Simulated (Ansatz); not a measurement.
# P (P2/m), work and stress of cleavage

Theory: DFT r2SCAN, scalar-relativistic, plane waves, PAW (Ansatz). The runs took a 500 eV cutoff, a Γ-centred 24×24×6 mesh and Gaussian smearing (0.15 eV). No spin polarisation. Energies are free energies at this smearing, counted from the undisturbed cell; pressure is positive in compression.

The undisturbed cell (relaxed at this level; with this scan's settings it stands at -0.3 GPa; this simple cubic form isn't the usual structure):

```
P
1.0
    -2.44927    0.00000   -0.00535
     0.00000   -2.44951    0.00000
    -0.01962    0.00000    9.64780
P
4
Direct
  0.00000 0.00000 0.62519
  0.00000 0.00000 0.12519
  0.00000 0.00000 0.87481
  0.00000 0.00000 0.37481
```

The cut lies on the cell's a–b face, a (0 0 1) plane (indices in the standard cell, whose axes needn't be the Cartesian ones shown) of area 6.00 Å², between layers 2.42 Å apart. Vector c is lengthened by d along the normal with the atoms' Cartesian places fixed: one unrelaxed cut a cell. The traction is positive where the two halves pull on each other.

| d (Å) | energy (J/m²) | traction (GPa) |
| --- | --- | --- |
| -0.30 | 0.73 | -64.26 |
| -0.15 | 0.13 | -20.38 |
| 0.00 | 0.00 | -0.72 |
| 0.25 | 0.12 | 8.12 |
| 0.50 | 0.35 | 9.63 |
| 0.75 | 0.57 | 7.47 |
| 1.00 | 0.72 | 4.88 |
| 1.50 | 0.90 | 2.63 |
| 2.00 | 1.01 | 1.54 |
| 3.00 | 1.09 | 0.41 |
| 4.50 | 1.12 | 0.04 |
| 6.00 | 1.12 | 0.00 |

Task: What are the work of separation and the cleavage stress, and do they fit the universal binding curve?

Result: The energy levels off near W ≈ 1.12 J/m² (the traction is down to 0.00 GPa), the energy of the two unrelaxed faces, 0.56 J/m² each on average. The largest sampled traction is 9.63 GPa at d = 0.50 Å, and a parabola through it and its two neighbours peaks at σ_max ≈ 9.64 GPa, d ≈ 0.48 Å. The curve E = W[1 − (1 + d/ℓ)exp(−d/ℓ)] peaks in traction at d = ℓ with σ_max = W/(eℓ); with 1 J/m² per Å = 10 GPa this W and σ_max give ℓ = 0.43 Å. A parabola through that curve at the same three d peaks at 0.47 Å, against 0.48 Å here, a fair fit. Real crystals break at far lower stress, because cracks concentrate it, and on the plane of lowest W, which needn't be this one.

The cut is rigid; relaxing the faces lowers these energies and usually the stresses.

In a metal these slopes depend on the k mesh and the smearing.

Cost: 12 runs of about 8.7 core-minutes in all, on AMD EPYC 9R45 (Zen 5) (shared hosts).